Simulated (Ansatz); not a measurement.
SbSBr:
```cif
data_Br4S4Sb4
_chemical_formula_sum 'Sb4 S4 Br4'
_space_group_name_H-M_alt 'P 1'
_space_group_IT_number 1
_cell_length_a 7.98601
_cell_length_b 3.88220
_cell_length_c 9.58272
_cell_angle_alpha 90.000
_cell_angle_beta 90.000
_cell_angle_gamma 90.000
loop_
_space_group_symop_operation_xyz
  'x, y, z'
loop_
_atom_site_label
_atom_site_type_symbol
_atom_site_fract_x
_atom_site_fract_y
_atom_site_fract_z
_atom_site_occupancy
Sb1 Sb 0.62952 0.25000 0.63335 1
Sb2 Sb 0.37048 0.75000 0.36665 1
Sb3 Sb 0.87048 0.75000 0.13335 1
Sb4 Sb 0.12952 0.25000 0.86665 1
S1 S 0.33305 0.25000 0.54945 1
S2 S 0.66695 0.75000 0.45055 1
S3 S 0.16695 0.75000 0.04945 1
S4 S 0.83305 0.25000 0.95055 1
Br1 Br 0.01643 0.25000 0.32543 1
Br2 Br 0.98357 0.75000 0.67457 1
Br3 Br 0.48357 0.75000 0.82543 1
Br4 Br 0.51643 0.25000 0.17457 1
```

Relaxed with LDA.

Tabulate the valence density and the electron localisation function along the shortest Sb–S contact (2.50 Å), LDA in the plane-wave PAW code Ansatz.



| distance from Sb (Å) | density (e/Å³) | ELF |
|---|---|---|
| 0.25 | 15.90 | 0.00 |
| 0.38 | 10.13 | 0.01 |
| 0.50 | 5.55 | 0.06 |
| 0.63 | 2.78 | 0.16 |
| 0.75 | 1.43 | 0.26 |
| 0.88 | 0.85 | 0.30 |
| 1.00 | 0.63 | 0.34 |
| 1.13 | 0.55 | 0.45 |
| 1.25 | 0.54 | 0.63 |
| 1.38 | 0.59 | 0.76 |
| 1.50 | 0.71 | 0.83 |
| 1.63 | 0.88 | 0.86 |
| 1.75 | 1.06 | 0.86 |
| 1.88 | 1.19 | 0.80 |
| 2.00 | 1.15 | 0.63 |
| 2.13 | 0.88 | 0.32 |
| 2.25 | 0.48 | 0.07 |

The density is the valence pseudo-density with augmentation charge, so density and ELF within about 1 Å of a nucleus are not all-electron values.

Space group Pnma. The workflow started from a Materials Project entry (that database holds measured and hypothetical structures alike); the Crystallography Open Database files this formula in space group No. 62, but the cells were not matched. Whether it is the stable phase at ambient conditions was not checked. The cell was relaxed with LDA under the symmetry of its start; whether a distortion lowers the energy is not shown. A crystal of weakly bound chains computed without a dispersion correction: the cell and the soft elastic constants depend strongly on that. Spin–orbit coupling is left out wherever it is not named.

Potentials: the later of the program's two PAW sets.
